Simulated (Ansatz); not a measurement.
## LiHF2 (R-3m): relaxation

Level of theory: PBEsol, PAW on Ansatz 0.2.0's default frozen-core files (fitted under PBE), scalar-relativistic.

The cell is the relaxed one with its volume scaled by 0.98.

The structure is one entry of a database and needn't be the stable phase.

Command line:

```sh
ansatz run input.yaml --threads 1 --pin off --max-ram 3072MiB --backend cpu --events-out ev --progress --plain --runs-dir out
```

Input file:

```yaml
crystal:
  lattice:
    - [1.48549024637, 0.85764819362, 4.35019364521]
    - [-1.48549024637, 0.85764819362, 4.35019364521]
    - [0.0, -1.71529638724, 4.35019364521]
  atoms:
    - { symbol: Li, position: [0.0, 0.0, 0.0] }
    - { symbol: H, position: [0.5, 0.5, 0.5] }
    - { symbol: F, position: [0.413127260574, 0.413127260574, 0.413127260574] }
    - { symbol: F, position: [0.586872739426, 0.586872739426, 0.586872739426] }
kpoints:
  mp_grid: { grid: [8, 8, 8] }
scf:
  occupations: { method: fixed }
hamiltonian:
  xc: pbesol
  pseudopotentials: { kind: paw }
relax:
  f_tol: 0.002
  max_steps: 80
output:
  forces: true
  stress: true
  write_density: true
  write_potential: true
  elf: true
  volumetric_format: npy
```

Output (shortened where marked):

```
Warning: output.stress: scf.convergence.dr2_threshold = 4e-9 eV (the default of a walk held to its f_tol) is looser than the 4e-10 eV advised for a printed stress (1e-10 eV for each atom of the cell: 4). What an SCF threshold leaves in a stress goes as its square root, and in the free energy as the threshold itself, and one threshold admits the most on a small cell: of the crystals measured, under no hybrid ...
Warning: RAYON_NUM_THREADS=1 ignored (pool sized by the plan → 1); use --threads N
basis.fft_grid_basis auto: the FFT boxes are laid along the combinations [[1, -1, 0], [0, 1, 0], [0, -1, 1]] of the cell's own vectors, 2.971, 4.676 and 2.971 Å long. The dense box has 20×32×20 points. Along the cell's own ...
Engine: ansatz 0.2.0, aarch64-unknown-linux-gnu
Pseudopotentials: kind: paw
Pseudopotential: Li, paw, valence charge 3, recommended cutoff 420 eV (normal), Li.paw.azcp
Pseudopotential: H, paw, valence charge 1, recommended cutoff 420 eV (normal), H.paw.azcp
Pseudopotential: F, paw, valence charge 7, recommended cutoff 420 eV (normal), F.paw.azcp
Functional definition: PBEsol
  exchange = pbesol_x
  correlation = pbesol_c
Crystal: 4 atoms, lattice volume = 33.254 Å³
Basis set: ecut = 420 eV, 645 PW (Γ), FFT grids on a1−a2, a2, −a2+a3, exchange–correlation on 40×64×40 points (8 copies of the dense FFT grid, shifted against one another)
Bands: 13, of which v1, the nominal top of the filled ones, is band 9 counted from 1 (8 counted from 0)
Symmetry: 12 space group operations
Space group: R-3m (ITA 166), of the structure as read, at distance tolerance 3.2e-5 Å
k-points: 65 of 512
Non-local potential: Li, projectors of the file, l = 0: 3, l = 1: 2, l = 2: 1
Non-local potential: H, projectors of the file, l = 0: 2, l = 1: 1
Non-local potential: F, projectors of the file, l = 0: 2, l = 1: 2, l = 2: 1
PAW form: soft (Blöchl's): semilocal exchange-correlation on the pseudo side does not see the compensation charge
[... 37 lines left out ...]
preconditioner: auto → none  [insulator: Δε(μ)=8.209 eV  Ē_g=20.923 eV  n_scr=2 (ndim 8)  ℏωp=25.8 eV  f_vac=0.091  ε∞_Penn≈2.5]
SCF iter   2: F=—  HF=-1823.352872 eV  |F-HF|=—  |Δ(HF+E_count)|=   1.73e-5  Δρ=1.17e-5  dr2=5.29e-9  ethr=1.59e-10  ⟨swp⟩=2.0  Hψ=1430  notcnv=0
SCF iter   3: F=-1823.352872 eV  HF=-1823.352872 eV  |F-HF|=1.83e-10  |Δ(HF+E_count)|=   4.04e-9  Δρ=2.68e-6  dr2=4.01e-10  ethr=2.22e-11  ⟨swp⟩=5.9  Hψ=3727  notcnv=0
SCF 4 converged in 3 iterations: F = -1823.352872 eV  dr2 = 4.01e-10
relax step   4: F+E_penalty+E_count = -1823.35287203 eV  Δ(F+E_penalty+E_count) = -6.994e-9 eV  max|allowed force component| = 8.212e-4 eV/Å  Δτ_max = 0.0000 Å  (3 SCF iters, accepted)
NSCF: frozen V_eff on 65 k-points
the band table was solved once a step of the walk had ended and its energy, with any forces and stress, was formed, with the checks that follow a solve (4895 applications of the Hamiltonian). They found nothing against the state; ...
SCF converged after 3 iterations
Free energy (F): -1823.352872 eV
Harris-Foulkes:  -1823.352872 eV  (|F-HF|=1.83e-10)
Internal energy: -1823.352872 eV  (E = F + TS)
E sigma→0 (E₀):  -1823.352872 eV
Fermi energy:    -1.004295 eV
--- Per-component energies (eV) ---
  E_band       = -198.316996
  E_kinetic    = 448.939044
  E_local      = -1365.324338  (includes V_loc(G=0)·N_el)
  E_nonlocal   = 116.314885
  E_hartree    = 487.473645
  E_xc         = -177.095279
  E_vxc        = -228.594877  (∫ρ·V_xc dr)
  E_paw        = -407.962518  (= ΣΔE_a)
  E_vpaw       = -144.602341  (= ΣTr[D̂ρ^β])
  E_aug_tail   = 0.003424  (compensation charges beyond the density's cutoff)
  E_ewald      = -925.786620
  E_core_change = 0.084885  (= ΣΔE_core)
  E_smearing   = -0.000000  (= −TS)
  E_closure    = 0.000000  (closes the sum)
  Σ components = -1823.352872   (vs F -1823.352872, Δ=0.00e0)
--- Forces (eV/Å), atoms counted from 1 ---
  atom   1  Li     0.00000000     0.00000000     0.00000000
  atom   2  H      0.00000000    -0.00000000     0.00000000
  atom   3  F      0.00000000     0.00000000    -0.00082120
  atom   4  F     -0.00000000    -0.00000000     0.00082120
  max |Σ_I F_I| component: 3.47e-18 eV/Å
--- Stress (GPa, compression-positive) ---
        0.858817       0.000000       0.000000
        0.000000       0.858817      -0.000000
       -0.000000      -0.000000       1.861801
  P = ⅓ Tr σ = 1.1931 GPa (11.931 kbar)
--- Relaxed structure (4 steps of the walk, 4 accepted, 0 SCFs on fresh bases) ---
  F+E_penalty+E_count = -1823.35287203 eV   max|allowed force component| = 8.212e-4 eV/Å
  atoms:
    - { symbol: Li, position: [-2.907692479297344e-20, -2.907692479297345e-20, -2.9076924792973446e-20] }
    - { symbol: H, position: [0.5, 0.5, 0.5] }
    - { symbol: F, position: [0.4127811514896853, 0.4127811514896853, 0.4127811514896853] }
    - { symbol: F, position: [0.5872188485103148, 0.5872188485103148, 0.5872188485103148] }
```

The run converged.

Relaxation:

Relaxation of a crystal by Kohn-Sham DFT from the given cell to forces under 2 meV/angstrom; pressure positive in compression.

| Item | Value |
| --- | --- |
| End pressure | 1.19 GPa |

```tsv
atom	shift a (fraction of the cell vector)	shift b (fraction of the cell vector)	shift c (fraction of the cell vector)
Li1	0	0	0
H2	0	0	0
F3	-0.0003	-0.0003	-0.0003
F4	0.0003	0.0003	0.0003
```

Known limits: frozen-core PAW files fitted under PBE, their cores solved anew for the functional of the run.

It took 6 s on 1 thread of Arm Neoverse V1, on a shared host, peak memory 0.31 GiB.
